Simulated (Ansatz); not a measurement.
Zr$_{6}$Zn$_{23}$Si:
```
Zr6Zn23Si
1.0
    0.00000     6.13592     6.13592
    6.13592     0.00000     6.13592
    6.13592     6.13592     0.00000
Zr Zn Si
6 23 1
Direct
  0.71146   0.28854   0.28854
  0.28854   0.71146   0.71146
  0.28854   0.71146   0.28854
  0.71146   0.28854   0.71146
  0.28854   0.28854   0.71146
  0.71146   0.71146   0.28854
  0.12396   0.12396   0.12396
  0.87604   0.87604   0.87604
  0.37187   0.87604   0.87604
  0.62813   0.12396   0.12396
  0.12396   0.12396   0.62813
  0.87604   0.87604   0.37187
  0.87604   0.37187   0.87604
  0.12396   0.62813   0.12396
  0.50000   0.00000   0.00000
  0.50000   0.00000   0.50000
  0.00000   0.50000   0.50000
  0.00000   0.50000   0.00000
  0.50000   0.50000   0.00000
  0.00000   0.00000   0.50000
  0.33403   0.33403   0.33403
  0.66597   0.66597   0.66597
  0.00209   0.66597   0.66597
  0.99791   0.33403   0.33403
  0.33403   0.33403   0.99791
  0.66597   0.66597   0.00209
  0.66597   0.00209   0.66597
  0.33403   0.99791   0.33403
  0.00000   0.00000   0.00000
  0.50000   0.50000   0.50000
```

Relaxed with r²SCAN. Special points in fractions of this cell's reciprocal vectors: Γ (0.000, 0.000, 0.000); X (0.500, 0.000, 0.500); U (0.625, 0.250, 0.625); K (0.375, 0.375, 0.750); L (0.500, 0.500, 0.500); W (0.500, 0.250, 0.750).

Question: List the band energies nearest the Fermi level at these points for plane-wave PAW r²SCAN (Ansatz code).

Answer: In eV from the Fermi level; about four levels below and three above (degenerate sets whole), none deeper than 8.9 eV; points with the same levels are listed once.

```
k                                below                          above
-  -----------------------------------  -----------------------------
Γ  -1.03 -1.03 -1.03 -0.54 -0.54 -0.54  0.56 0.56 1.23 1.23 1.23 1.23
X              -0.77 -0.60 -0.42 -0.42                 0.37 0.37 0.44
U              -0.65 -0.60 -0.51 -0.30                 0.20 0.26 0.41
L              -0.44 -0.44 -0.05 -0.05            0.23 0.43 0.55 0.55
W              -0.67 -0.44 -0.03 -0.03                 0.08 0.41 0.43
```

Space group Fm-3m. The workflow started from a Materials Project entry (that database holds measured and hypothetical structures alike); the Crystallography Open Database copy checked does not list it. Its standing as an ambient phase is unchecked. The cell was relaxed with r²SCAN under the symmetry of its start; its stability against distortions is not shown here. No spin polarisation was allowed. Scalar-relativistic: spin–orbit coupling is off unless named, which matters more the heavier the elements.

Potentials: the later of the program's two PAW sets.
